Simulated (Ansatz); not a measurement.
SiSSe as a Janus 1T monolayer was relaxed with 5 functionals in the plane-wave code Ansatz, cell and atoms free, the symmetry of the start kept (meshes: PBE 12×12×1, r2SCAN 12×12×1, PBEsol 12×12×1, LDA 12×12×1, HSE06 6×6×1). Note: simulated data, non-magnetic, for a generated structure that need not be the stable one.

The PBE result:
```xyz
3
Lattice="3.4059 0.0000 0.0000 -1.7030 2.9496 0.0000 0.0000 0.0000 29.1717" Properties=species:S:1:pos:R:3 pbc="T T F"
Si    0.0000    0.0000    9.0509
S     0.0000    1.9664   10.3541
Se    1.7030    0.9832    7.5951
```
Periodic in the plane only; c spans the vacuum.

The sheet's in-plane cell has a = 3.406 Å, b = 3.406 Å (γ = 120.0°), and its outermost atoms lie 2.76 Å apart along the normal. Around Si lie 3 S at 2.36 Å and 3 Se at 2.45 Å; around S lie 3 Si at 2.36 Å; around Se lie 3 Si at 2.45 Å.

Question: What lattice does r2SCAN give?

Answer: a = 3.392 Å; the area differs by -0.8 % from PBE's. Around Si lie 3 S at 2.35 Å and 3 Se at 2.43 Å; around S lie 3 Si at 2.35 Å; around Se lie 3 Si at 2.43 Å.

Question: What lattice does HSE06 give?

Answer: a = 3.379 Å; the area differs by -1.6 % from PBE's. Si has 3 S at 2.33 Å and 3 Se at 2.42 Å; S has 3 Si at 2.33 Å; Se has 3 Si at 2.42 Å.

Question: Held at the r2SCAN cell, what mean stress do LDA and PBE find, and does its sign point to their own minimum?

Answer: Yes. LDA -2.04 N/m, and its relaxed area is -2.9 % from r2SCAN's; PBE +0.83 N/m, and its relaxed area is +0.8 % from r2SCAN's. Compression counts positive, so a positive stress asks for a larger cell.
